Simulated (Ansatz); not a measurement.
InBi: a fit and a missing row

InBi, F-43m, a = 6.757 Å. The structure is a Materials Project entry; whether it is the stable form wasn't checked. Ansatz: r2SCAN, PAW, 500 eV, Γ-centred 12×12×12 mesh on 2 atoms, Gaussian smearing 0.10 eV; no spin polarisation. Symmetry fixes shape and atoms, so the cell is only scaled; pressure is positive in compression.

| V (Å³/atom) | P (GPa) |
| --- | --- |
| 36.245 | 2.59 |
| 37.402 | 1.18 |
| 38.559 | 0.00 |
| 39.716 | ? |
| 40.873 | -1.83 |

Question: Take V0 = 38.559 Å³/atom, fit the third-order Birch–Murnaghan form to the other rows, and predict the missing pressure.

Answer: With the Eulerian strain f = ½[(V0/V)^(2/3) − 1] and y = P/[3f(1 + 2f)^(5/2)], the form is the line y = B0 + 1.5 B0 (B0′ − 4) f. Rows (f, y): 0.02106, 37.0; 0.01026, 36.4; -0.01905, 35.3. Means f = 0.004090, y = 36.233; Σ(Δf)² = 0.0008615, ΣΔfΔy = 0.03564; the slope is their ratio. y = 36.06 + 41.36 f GPa, so B0 = 36.1 GPa and B0′ = 4 + 2 × (41.36)/(3 × 36.06) = 4.76. At V = 39.716, f = -0.00976, y = 35.66 and P = -0.99 GPa. The run gave -0.99 GPa, the same to the digits shown.

Spin–orbit coupling is left out, which can shift energies with elements as heavy as these.